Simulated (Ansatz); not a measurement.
Relaxed polymorphs of Cu. Calculation: r2SCAN (plane waves to 500 eV, PAW, scalar-relativistic; Ansatz, a program for electronic structure). One row is withheld; estimate it from its structure type, its coordination and the trend of the others.

```
structure                                                   coordination  E − E(first row) (eV/atom)  V (Å³/atom)
---------------------------------------------  -------------------------  --------------------------  -----------
Fm-3m, cF4, fcc (Cu type)                          Cu 12 (cuboctahedral)                        0.00        11.44
Im-3m, cI2, bcc (W type)                                  Cu 8 (cubic)+6                        0.04        11.48
Fmmm, oF8                                                              –                        0.18        12.03
P4₁22, tP4                                                             –                        0.59        16.66
Pm-3m, cP1, AFLOW prototype A_cP1_221_a (A_h)                          –                         [?]          [?]
I4/mmm, tI2                                                            –                        0.04        11.48
Fddd, oF8, AFLOW prototype A_oF8_70_a                                  –                        0.06        11.58
P6₃/mmc, hP2, hcp (Mg type)                    Cu 12 (anticuboctahedral)                        0.01        11.45
```

Task: What belongs in the gaps?

Result: 
- Pm-3m, cP1, AFLOW prototype A_cP1_221_a (A_h), E − E(first row) (eV/atom): 0.51
- Pm-3m, cP1, AFLOW prototype A_cP1_221_a (A_h), V (Å³/atom): 13.30

The withheld cell: Pm-3m (No. 221), cP1, AFLOW prototype A_cP1_221_a (A_h); a = 2.3693 Å, b = 2.3693 Å, c = 2.3693 Å, α = 90.00°, β = 90.00°, γ = 90.00°; Cu 1b (0.500, 0.500, 0.500). Coordination numbers (neighbours up to the widest gap in distance over summed covalent radii, below 1.35; n+m marks a second, longer set).

Probably no minimum, since a slightly shaken restart fell lower: Im-3m, cI2, bcc (W type) (by 0.04 eV/atom, to Fm-3m); Pm-3m, cP1, AFLOW prototype A_cP1_221_a (A_h) (by 0.51 eV/atom, to Fm-3m). Each run could gain symmetry but not lose that of its start, so entries can be saddle points. From databases, or of a type measured for this composition: Fm-3m, cF4, fcc (Cu type); the others are generated cells (placed on structure types, drawn at random, substituted or restacked) that were not matched to a known phase here. Energies are at zero temperature and pressure, without zero-point motion. The runs use different k-meshes, so differences are rounded accordingly. No spin polarisation in the result.
